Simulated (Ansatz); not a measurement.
## LiGa3 at 10 GPa (stress–strain coefficients): relaxed-ion elastic tensor

These are results of DFT PBEsol, scalar-relativistic, plane waves, PAW (Ansatz), not measurements. Plane waves to 420 eV; Γ-centred k mesh 12×12×12; Fermi-Dirac smearing of 0.15 eV. No spin polarisation.

The cell, relaxed at 10 GPa:
```xyz
4
Lattice="3.8202 0.0000 0.0000 0.0000 3.8202 0.0000 0.0000 0.0000 3.8202" Properties=species:S:1:pos:R:3 pbc="T T T"
Li    0.0000    0.0000    0.0000
Ga    1.9101    0.0000    1.9101
Ga    0.0000    1.9101    1.9101
Ga    1.9101    1.9101    0.0000
```

In a metal, frequencies and elastic constants depend on the k mesh and the smearing, soft modes and shear constants most. Other phases may be more stable at this pressure.

Question: Give the relaxed-ion elastic constants (GPa, Voigt order xx yy zz yz xz xy, on the axes of the cell above).

Answer:
```
161.4  67.5  67.5   0.0   0.0   0.0
 67.5 161.4  67.5   0.0   0.0   0.0
 67.5  67.5 161.4   0.0   0.0   0.0
  0.0   0.0   0.0  35.5   0.0   0.0
  0.0   0.0   0.0   0.0  35.5   0.0
  0.0   0.0   0.0   0.0   0.0  35.5
```

Question: Is the crystal stable against homogeneous strain?

Answer: Yes: the least eigenvalue of the tensor is 35.5 GPa.

Question: And the moduli of a polycrystal (Hill averages)?

Answer: B = 99 GPa, G = 40 GPa, E = 105 GPa, ν = 0.32.

Whether LiGa3 exists in this form wasn't checked.

Cost: 1 run of about 2 core-minutes, on Intel Xeon Platinum 8259CL (Skylake/Cascade Lake) (shared hosts).